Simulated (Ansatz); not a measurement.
Sc (fcc, Cu type)

```
Sc
1.0
    0.00000     2.23618     2.23618
    2.23618     0.00000     2.23618
    2.23618     2.23618     0.00000
Sc
1
Direct
  0.00000   0.00000   0.00000
```

The slice is a {111} plane (indices of the conventional cell) through the point (0.000, 0.000, 0.000) (fractional), spanned by u = [100] and v = [-1 2 0] in vectors of this cell: u (3.16 Å) and v (5.48 Å, at 90° to u). It covers one period; positions are fractions (u, v).

Calculation: LDA (plane waves to 420 eV, PAW, scalar-relativistic; Ansatz, a first-principles code). k mesh 18×18×18. Near the nuclei the fields are pseudised (PAW); where an atom keeps semicore shells as valence, they peak there. Sc is run without spin polarisation. Sc was relaxed with its symmetry unable to fall. This is one of several known forms of Sc; the measured ambient cells at hand have space group No. 194.

Task: What is the ELF at the midpoint of the shortest Sc–Sc line in this plane (3.16 Å)?

Result: 0.22.

Task: What is the valence density on the shortest Sc–Sc line in this plane (3.16 Å), at its midpoint?

Result: 0.13 e/Å³.

Task: Sketch the electron localisation function (ELF) on this plane as a map.

Result: 
```
|xxxx@@@@--    ::    --@@@@xx|
|xx@@@@##..  ::--::  ..##@@@@|
|@@@@**::    --++--    ::**@@|
|--::..    ::++**++::    ..::|
|        ..--==++==--..      |
|............................|
|++==--..              ..--==|
|**++::    ..::--::..    ::++|
|++--    ::**@@@@@@**::    --|
|--::  ..##@@@@xx@@@@##..  ::|
|::    --@@@@xxxxxx@@@@--    |
|..    ==@@xxxxxxxxxx@@==    |
|::    --@@@@xxxxxx@@@@--    |
|--::  ..##@@@@xx@@@@##..  ::|
|++--    ::**@@@@@@**::    --|
|**++::    ..::--::..    ::++|
|++==--..              ..--==|
|............................|
|        ..--==++==--..      |
|--::..    ::++**++::    ..::|
|@@@@**::    --++--    ::**@@|
|xx@@@@##..  ::--::  ..##@@@@|
|xxxx@@@@--    ::    --@@@@xx|
|xxxxxx@@==    ..    ==@@xxxx|
```
Scale: ten equal steps from 0.10 (start of ' ') to 0.74 (end of '@'), in the order ' .:-=+*#%@'. Values: electron localisation function (ELF). The map has 14 points along u (two characters each, u = 0 at the left) and 24 along v (v = 0 in the bottom row). Points within 0.5 Å of a nucleus are blanked (x), as the pseudised field means little there.
